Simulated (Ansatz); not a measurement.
Ru (hcp, Mg type)

```
CELL_PARAMETERS angstrom
      2.70456     0.00000     0.00000
     -1.35228     2.34222     0.00000
      0.00000     0.00000     4.26009
ATOMIC_POSITIONS crystal
  Ru 0.33333 0.66667 0.75000
  Ru 0.66667 0.33333 0.25000
```

Scan: atom 2 (Ru, nearest neighbour Ru at 2.641 Å; its periodic images, 2.7 Å or more away, move with it) is displaced along Cartesian [111], direction (0.577, 0.577, 0.577) in Cartesian axes, by s. The other atoms stay.

Method: r2SCAN (plane waves to 500 eV, PAW, scalar-relativistic; Ansatz, a quantum-chemistry and plane-wave program). k mesh 16×16×9 (Γ-centred), Fermi-Dirac smearing 0.05 eV. Left out: 4 of 11 points, with atoms too close for the PAW data. With partly filled bands, energies and forces of such displacements shift with the k mesh and the smearing. F∥ is the force on the atom along that direction. Ru is run without spin polarisation. Ru was relaxed with its symmetry unable to fall. 

```csv
s (Å),F∥ (eV/Å)
-0.474,4.877
-0.316,3.086
-0.158,1.470
0.000,0.000
0.158,-1.414
0.316,-3.018
0.474,-5.178
```

**Question.** What is the force constant k = d²E/ds² of this move at s = 0?

**Answer.** 8.95 eV/Å². The forces along the line at the two nearest points give (1.470 − (-1.414)) / (2·0.158) = 9.13 eV/Å²; the next pair corrects for the finite step.

(For displaced atoms, the force is minus the slope of the energy, and its curvature is a force constant, which sets phonon frequencies.)
